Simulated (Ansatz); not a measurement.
GaAs:
```yaml
crystal:
  lattice:
    - [7.02375, 0.00000, 0.00000]
    - [0.00000, 7.02375, 0.00000]
    - [0.00000, 0.00000, 4.06194]
  atoms:
    - { symbol: Ga, position: [0.32395, 0.67605, 0.00000] }
    - { symbol: Ga, position: [0.67605, 0.32395, 0.00000] }
    - { symbol: Ga, position: [0.82395, 0.82395, 0.50000] }
    - { symbol: Ga, position: [0.17605, 0.17605, 0.50000] }
    - { symbol: As, position: [0.31821, 0.31821, 0.00000] }
    - { symbol: As, position: [0.68179, 0.68179, 0.00000] }
    - { symbol: As, position: [0.18179, 0.81821, 0.50000] }
    - { symbol: As, position: [0.81821, 0.18179, 0.50000] }
```

The program Ansatz at the PBE level (PAW) gives a gap of 0.21 eV without spin–orbit coupling, maximum on the M–Γ line, 91 % of the way from M, minimum at Γ.

Question: What happens when spin–orbit coupling is switched on?

Answer: The gap drops by 0.10 eV, to 0.11 eV; maximum at Γ, minimum at Γ.

Question: Give the electron effective mass with spin–orbit coupling.

Answer: 0.011, 0.011, 0.014 mₑ (principal values).

Question: Give the hole effective mass with spin–orbit coupling.

Answer: 0.015, 0.015, 0.99 mₑ (principal values).

Space group P4_2/mnm. The start of the workflow was typed in or built on a structure type; neither database checked (COD, Materials Project) lists it. It is not the phase usual at ambient conditions (space group No. 216). Symmetry was held in the PBE relaxation; its stability against distortions is not shown here. The volume moved by 22 % from the start of the relaxation.

Potentials: the earlier of the program's two PAW sets.
